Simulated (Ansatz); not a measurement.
Ansatz (a first-principles code) input:

Ansatz 0.2 input:
```yaml
crystal:
  lattice:
    - [-1.9888002226, 2.4020929165, 2.6752697119]
    - [1.9888002226, -2.4020929165, 2.6752697119]
    - [1.9888002226, 2.4020929165, -2.6752697119]
  atoms:
    - { symbol: La, position: [0.0, 0.0, 0.0] }
    - { symbol: C, position: [0.6348492782, 0.5, 0.1348492782] }
    - { symbol: C, position: [0.3651507218, 0.5, 0.8651507218] }
kpoints:
  mp_grid: { grid: [23, 23, 23] }
hamiltonian:
  xc: pbesol
  pseudopotentials: { kind: paw }
scf:
  occupations: { method: fermi_dirac, width: 0.1 }
elastic: { mode: relaxed_ion, stencil: two_point, amplitude: 0.005, f_tol: 0.0005 }
```

Output (shortened):

```
Pseudopotential: La, paw, valence charge 11
Pseudopotential: C, paw, valence charge 4
Functional definition: PBEsol
Crystal: 3 atoms, lattice volume = 51.122 Å³
Basis set: ecut = 420 eV, 987 PW (Γ), exchange–correlation on 60×60×60 points (8 copies of the dense FFT grid, shifted against one another)
Bands: 14, of which v1, the nominal top of the filled ones, is band 10 counted from 1 (9 counted from 0)
Symmetry: 8 space group operations
Space group: Immm (ITA 71), of the structure as read, at distance tolerance 3.7e-5 Å
k-points: 1728 of 12167
the search or the solves at the SCF's close seem to have found levels that the self-consistency loop had missed (the run counts 5) …
SCF 1 converged in 11 iterations: F = -6654.857852 eV  dr2 = 8.18e-14
relax step   1: F+E_penalty+E_count = -6654.85785177 eV  Δ(F+E_penalty+E_count) = +0.000e0 eV  max|allowed force component| = 2.121e-3 eV/Å  Δτ_max = 0.0000 Å  (11 SCF iters, accepted)
Crystal: 3 atoms, lattice volume = 51.122 Å³
SCF 2 converged in 7 iterations: F = -6654.857852 eV  dr2 = 9.06e-14
relax step   2: F+E_penalty+E_count = -6654.85785180 eV  Δ(F+E_penalty+E_count) = -3.469e-8 eV  max|allowed force component| = 5.790e-4 eV/Å  Δτ_max = 0.0000 Å  (7 SCF iters, accepted)
Crystal: 3 atoms, lattice volume = 51.122 Å³
SCF 3 converged in 5 iterations: F = -6654.857852 eV  dr2 = 1.23e-14
relax step   3: F+E_penalty+E_count = -6654.85785180 eV  Δ(F+E_penalty+E_count) = -2.799e-9 eV  max|allowed force component| = 5.714e-7 eV/Å  Δτ_max = 0.0000 Å  (5 SCF iters, accepted)
Crystal: 3 atoms, lattice volume = 51.122 Å³
SCF 4 converged in 9 iterations: F = -6654.857852 eV  dr2 = 9.01e-14
Crystal: 3 atoms, lattice volume = 50.866 Å³
SCF 5 converged in 11 iterations: F = -6654.857136 eV  dr2 = 2.54e-14
relax step   1: F+E_penalty+E_count = -6654.85713640 eV  Δ(F+E_penalty+E_count) = +0.000e0 eV  max|allowed force component| = 2.962e-2 eV/Å  Δτ_max = 0.0000 Å  (11 SCF iters, accepted)
Crystal: 3 atoms, lattice volume = 50.866 Å³
SCF 6 converged in 8 iterations: F = -6654.857144 eV  dr2 = 8.74e-15
relax step   2: F+E_penalty+E_count = -6654.85714370 eV  Δ(F+E_penalty+E_count) = -7.304e-6 eV  max|allowed force component| = 7.374e-5 eV/Å  Δτ_max = 0.0002 Å  (8 SCF iters, accepted)
Crystal: 3 atoms, lattice volume = 50.866 Å³
SCF 7 converged in 2 iterations: F = -6654.857144 eV  dr2 = 5.39e-14
Crystal: 3 atoms, lattice volume = 51.378 Å³
Basis set: ecut = 420 eV, 995 PW (Γ), exchange–correlation on 60×60×60 points (8 copies of the dense FFT grid, shifted against one another)
SCF 8 converged in 11 iterations: F = -6654.857211 eV  dr2 = 2.49e-14
relax step   1: F+E_penalty+E_count = -6654.85721137 eV  Δ(F+E_penalty+E_count) = +0.000e0 eV  max|allowed force component| = 2.831e-2 eV/Å  Δτ_max = 0.0000 Å  (11 SCF iters, accepted)
Crystal: 3 atoms, lattice volume = 51.378 Å³
SCF 9 converged in 8 iterations: F = -6654.857218 eV  dr2 = 8.79e-15
relax step   2: F+E_penalty+E_count = -6654.85721806 eV  Δ(F+E_penalty+E_count) = -6.690e-6 eV  max|allowed force component| = 1.016e-4 eV/Å  Δτ_max = 0.0002 Å  (8 SCF iters, accepted)
Crystal: 3 atoms, lattice volume = 51.378 Å³
SCF 10 converged in 2 iterations: F = -6654.857218 eV  dr2 = 7.65e-14
Crystal: 3 atoms, lattice volume = 50.866 Å³
Basis set: ecut = 420 eV, 985 PW (Γ), exchange–correlation on 60×60×60 points (8 copies of the dense FFT grid, shifted against one another)
[...]
SCF 38 converged in 10 iterations: F = -6654.857578 eV  dr2 = 2.71e-14
relax step   2: F+E_penalty+E_count = -6654.85757826 eV  Δ(F+E_penalty+E_count) = +1.129e-5 eV  max|allowed force component| = 3.204e-2 eV/Å  Δτ_max = 0.0127 Å  (10 SCF iters, rejected (line search))
Crystal: 3 atoms, lattice volume = 51.122 Å³
SCF 39 converged in 10 iterations: F = -6654.857785 eV  dr2 = 6.73e-15
relax step   3: F+E_penalty+E_count = -6654.85778491 eV  Δ(F+E_penalty+E_count) = -1.954e-4 eV  max|allowed force component| = 5.184e-4 eV/Å  Δτ_max = 0.0062 Å  (10 SCF iters, accepted)
Crystal: 3 atoms, lattice volume = 51.122 Å³
SCF 40 converged in 7 iterations: F = -6654.857785 eV  dr2 = 9.88e-15
relax step   4: F+E_penalty+E_count = -6654.85778488 eV  Δ(F+E_penalty+E_count) = +3.025e-8 eV  max|allowed force component| = 2.149e-3 eV/Å  Δτ_max = 0.0002 Å  (7 SCF iters, rejected (line search))
Crystal: 3 atoms, lattice volume = 51.122 Å³
SCF 41 converged in 6 iterations: F = -6654.857785 eV  dr2 = 6.99e-14
relax step   5: F+E_penalty+E_count = -6654.85778496 eV  Δ(F+E_penalty+E_count) = -5.428e-8 eV  max|allowed force component| = 3.021e-5 eV/Å  Δτ_max = 0.0001 Å  (6 SCF iters, accepted)
Crystal: 3 atoms, lattice volume = 51.122 Å³
SCF 42 converged in 2 iterations: F = -6654.857785 eV  dr2 = 7.54e-14
Crystal: 3 atoms, lattice volume = 51.122 Å³
SCF 43 converged in 10 iterations: F = -6654.857590 eV  dr2 = 6.76e-15
relax step   1: F+E_penalty+E_count = -6654.85758955 eV  Δ(F+E_penalty+E_count) = +0.000e0 eV  max|allowed force component| = 3.115e-2 eV/Å  Δτ_max = 0.0000 Å  (10 SCF iters, accepted)
Crystal: 3 atoms, lattice volume = 51.122 Å³
SCF 44 converged in 9 iterations: F = -6654.857783 eV  dr2 = 7.17e-14
relax step   2: F+E_penalty+E_count = -6654.85778326 eV  Δ(F+E_penalty+E_count) = -1.937e-4 eV  max|allowed force component| = 1.426e-2 eV/Å  Δτ_max = 0.0063 Å  (9 SCF iters, accepted)
Crystal: 3 atoms, lattice volume = 51.122 Å³
SCF 45 converged in 7 iterations: F = -6654.857785 eV  dr2 = 5.33e-14
relax step   3: F+E_penalty+E_count = -6654.85778487 eV  Δ(F+E_penalty+E_count) = -1.610e-6 eV  max|allowed force component| = 3.252e-3 eV/Å  Δτ_max = 0.0001 Å  (7 SCF iters, accepted)
Crystal: 3 atoms, lattice volume = 51.122 Å³
SCF 46 converged in 6 iterations: F = -6654.857785 eV  dr2 = 5.31e-14
relax step   4: F+E_penalty+E_count = -6654.85778496 eV  Δ(F+E_penalty+E_count) = -8.819e-8 eV  max|allowed force component| = 2.058e-6 eV/Å  Δτ_max = 0.0000 Å  (6 SCF iters, accepted)
Crystal: 3 atoms, lattice volume = 51.122 Å³
SCF 47 converged in 2 iterations: F = -6654.857785 eV  dr2 = 7.46e-14
SCF converged after 9 iterations
Stability not checked: this state was not tested for a lower state beside it, because too few of the mixer's solves of this state at the end of the SCF gave a …
Free energy (F): -6654.857852 eV
Harris-Foulkes:  -6654.857852 eV  (|F-HF|=1.82e-12)
Internal energy: -6654.828848 eV  (E = F + TS)
E sigma→0 (E₀):  -6654.843350 eV
Entropy (-TS):   -0.029003 eV (-9.668 meV/atom)
Fermi energy:    10.429958 eV
--- Per-component energies (eV) ---
  E_band       = -29.948201
  E_kinetic    = 365.836549
  E_local      = -526.936498  (includes V_loc(G=0)·N_el)
  E_nonlocal   = 153.662497
  E_hartree    = 159.991432
  E_xc         = -232.544365
  E_vxc        = -264.211182  (∫ρ·V_xc dr)
  E_paw        = -5519.222821  (= ΣΔE_a)
  E_vpaw       = -78.282446  (= ΣTr[D̂ρ^β])
  E_aug_tail   = 0.000013  (compensation charges beyond the density's cutoff)
  E_ewald      = -1055.827366
  E_core_change = 0.211710  (= ΣΔE_core)
  E_smearing   = -0.029003  (= −TS)
  E_closure    =  0.000000  (closes the sum)
  Σ components = -6654.857852   (vs F -6654.857852, Δ=0.00e0)
--- Forces (eV/Å), atoms counted from 1 ---
  atom   1  La     0.00000000     0.00000000     0.00000000
  atom   2  C      0.00000000     0.00000156     0.00000000
  atom   3  C      0.00000000    -0.00000156     0.00000000
  max |Σ_I F_I| component: 0.00e0 eV/Å
--- Stress (GPa, compression-positive) ---
        0.019333       0.000000       0.000000
        0.000000       0.024297       0.000000
        0.000000       0.000000       0.064230
  P = ⅓ Tr σ = 0.0360 GPa (0.360 kbar)
--- Band table (eV; the first three rows and the last of 1728) ---
  k-point 0: bands = ["-22.0230", "-5.6627", "-5.5527", "-5.4186", "-4.3719", "5.0871", "5.5820", "6.9837", "7.3660", "8.7148", "9.7218", "12.2477", "12.3390", "12.3534"]
  k-point 1: bands = ["-22.0212", "-5.6811", "-5.5577", "-5.4471", "-4.3320", "4.9371", "5.7115", "6.9520", "7.3532", "8.7450", "9.8309", "12.1206", "12.3738", "12.4760"]
  k-point 2: bands = ["-22.0158", "-5.7416", "-5.5725", "-5.5057", "-4.2355", "4.6757", "5.9227", "6.8757", "7.3219", "8.8218", "10.1227", "11.9756", "12.4625", "12.6149"]
  k-point 1727: bands = ["-21.9084", "-6.2112", "-6.1939", "-5.7325", "-4.3163", "5.1175", "6.0770", "6.9268", "7.1016", "10.8365", "11.4539", "12.5672", "12.5795", "12.8108"]
--- Elastic constants: 6 strain directions × 2 members + reference (group order 8) ---
  dense FFT box of the reference and of every strained cell: 30×30×30
  strains applied: 11, 22, 33, 23, 13, 12; error gains …
  reference relaxed by the batch: 3 steps …
  largest displacement 1.8e-5 Å; the constants are those of the deck's cell at these positions:
  atoms:
    - { symbol: La, position: [0.0, 0.0, 0.0] }
    - { symbol: C, position: [0.6348529564182026, 0.49999999999999994, 0.13485295641820252] }
    - { symbol: C, position: [0.36514704358179756, 0.5, 0.8651470435817976] }
  C = ∂σ_k/∂η_j (tension-positive GPa; Voigt order 11 22 33 23 13 12):
       168.488     91.669     30.193      0.000      0.000      0.000
        91.702    158.565     32.581      0.000      0.000      0.000
        30.230     32.619    221.280      0.000      0.000      0.000
         0.000      0.000      0.000     38.984      0.000      0.000
         0.000      0.000      0.000      0.000     34.449      0.000
         0.000      0.000      0.000      0.000      0.000     17.385
  reference stress σ⁰ (GPa):     -0.019     -0.024     -0.064      0.000      0.000      0.000
  moduli (Voigt/Reuss/Hill, GPa): K = 95.26/95.21/95.24   G = 44.42/33.20/38.81   E = 102.51   ν = 0.321
  mechanically stable: yes (min eigenvalue of sym C = 17.38 GPa)
  strain η (Voigt 11):  stress-route row diagonal C_11 = 168.49 GPa, energy-path curvature d²(F+E_count+ΔE)/dδ²/Ω₀ = 168.49 GPa
         δ    σ_11 (GPa)             F (eV)   n_scf  n_hpsi   n_pw
    -5.000e-3      -0.8729       -6654.8571437       2  365736   1012   relax 2 steps, max|allowed force component| 7.37e-5 eV/Å
     5.000e-3       0.8120       -6654.8572181       2  366606   1025   relax 2 steps, max|allowed force component| 1.02e-4 eV/Å
  strain η (Voigt 22):  stress-route row diagonal C_22 = 158.57 GPa, energy-path curvature d²(F+E_count+ΔE)/dδ²/Ω₀ = 158.56 GPa
         δ    σ_22 (GPa)             F (eV)   n_scf  n_hpsi   n_pw
    -5.000e-3      -0.8249       -6654.8571800       2  366177   1011   relax 3 steps, max|allowed force component| 1.45e-4 eV/Å
     5.000e-3       0.7607       -6654.8572642       2  367145   1023   relax 3 steps, max|allowed force component| 1.59e-4 eV/Å
  strain η (Voigt 33):  stress-route row diagonal C_33 = 221.28 GPa, energy-path curvature d²(F+E_count+ΔE)/dδ²/Ω₀ = 221.22 GPa
         δ    σ_33 (GPa)             F (eV)   n_scf  n_hpsi   n_pw
    -5.000e-3      -1.2025       -6654.8568542       2  366169   1011   relax 2 steps, max|allowed force component| 5.70e-6 eV/Å
     5.000e-3       1.0103       -6654.8570918       2  366723   1029   relax 2 steps, max|allowed force component| 4.89e-6 eV/Å
  strain η (Voigt 23):  stress-route row diagonal C_44 = 38.98 GPa, energy-path curvature d²(F+E_count+ΔE)/dδ²/Ω₀ = 39.00 GPa
         δ    σ_23 (GPa)             F (eV)   n_scf  n_hpsi   n_pw
    -5.000e-3      -0.1949       -6654.8577007       2  675044   1017   relax 4 steps, max|allowed force component| 1.14e-6 eV/Å
     5.000e-3       0.1949       -6654.8577007       2  673394   1017   relax 2 steps, max|allowed force component| 1.07e-4 eV/Å
  strain η (Voigt 13):  stress-route row diagonal C_55 = 34.45 GPa, energy-path curvature d²(F+E_count+ΔE)/dδ²/Ω₀ = 34.47 GPa
         δ    σ_13 (GPa)             F (eV)   n_scf  n_hpsi   n_pw
    -5.000e-3      -0.1722       -6654.8577176       2  678993   1017   relax 1 steps, max|allowed force component| 2.87e-5 eV/Å
     5.000e-3       0.1722       -6654.8577176       2  678492   1017   relax 1 steps, max|allowed force component| 2.86e-5 eV/Å
  strain η (Voigt 12):  stress-route row diagonal C_66 = 17.38 GPa, energy-path curvature d²(F+E_count+ΔE)/dδ²/Ω₀ = 17.43 GPa
         δ    σ_12 (GPa)             F (eV)   n_scf  n_hpsi   n_pw
    -5.000e-3      -0.0869       -6654.8577850       2  673792   1016   relax 5 steps, max|allowed force component| 3.02e-5 eV/Å
     5.000e-3       0.0869       -6654.8577850       2  674641   1016   relax 4 steps, max|allowed force component| 2.06e-6 eV/Å
```

Cost: about 29 core-minutes (a rough figure) on shared cores.

The first step of the workflow began from a Materials Project structure, measured or hypothetical; the Crystallography Open Database copy checked does not list it. COD files the formula under space group No. 139. Its standing as an ambient phase is unchecked. Symmetry was held in the PBEsol relaxation; whether a distortion lowers the energy is not shown. As this level gives no gap, shear constants depend on the k-mesh and smearing (Fermi–Dirac, 0.1 eV here). Scalar-relativistic: spin–orbit coupling is off unless named, which matters more the heavier the elements.

Potentials: the later of the program's two PAW sets.

Ansatz is a plane-wave DFT program.
